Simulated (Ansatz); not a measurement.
RbBr:
```xyz
2
Lattice="4.1280 0.0000 0.0000 0.0000 4.1280 0.0000 0.0000 0.0000 4.1280" Properties=species:S:1:pos:R:3 pbc="T T T"
Rb     0.0000     0.0000     0.0000
Br     2.0640     2.0640     2.0640
```

Relaxed with r²SCAN.

Task: Map the valence electron density (e/Å³), cut off at 1 on the plane through (0.000, 0.000, 0.000) spanned by u = [1, 0, 0] and v = [0, 1, 1] in lattice vectors, from r²SCAN in the plane-wave PAW code Ansatz.

Result: x is the fraction of u, y of v (the angle between them is 90°; rows are the nearest grid lines); atoms in the plane: Rb at (0.00, 0.00), Br at (0.50, 0.50).
```
|%@@@@*:        :*@@@@%|
|@@@@@+:        :+@@@@@|
|@@@@*:.        .:*@@@@|
|@@@*-.          .-*@@@|
|++=:.            .:=++|
|::..              ..::|
|       ...::...       |
|      .:--==--:.      |
|     .:-+*##*+-:.     |
|    .:-*%@@@@%*-:.    |
|   .:=#@@%++%@@#=:.   |
|   .:=%@@+..+@@%=:.   |
|   .:=%@@+..+@@%=:.   |
|   .:=#@@%++%@@#=:.   |
|    .:-*%@@@@%*-:.    |
|     .:-+*##*+-:.     |
|      .:--==--:.      |
|       ...::...       |
|::..              ..::|
|++=:.            .:=++|
|@@@*-.          .-*@@@|
|@@@@*:.        .:*@@@@|
|@@@@@+:        :+@@@@@|
|%@@@@*:        :*@@@@%|
```
Scale: ten equal steps from 0.013 (start of ' ') to 1.00 (end of '@'), in the order ' .:-=+*#%@'; x runs from 0.000 to 1.00, y from 0.000 (bottom) to 1.00 (top).

The density is the valence pseudo-density with augmentation charge, so density and ELF within about 1 Å of a nucleus are not all-electron values.

Space group Pm-3m (CsCl type). The workflow started from a Materials Project entry (that database holds measured and hypothetical structures alike); the Crystallography Open Database copy checked does not list it. COD files the formula under space group No. 225. Its standing as an ambient phase is unchecked. The cell was relaxed with r²SCAN under the symmetry of its start; whether a distortion lowers the energy is not shown.

Potentials: the later of the program's two PAW sets.
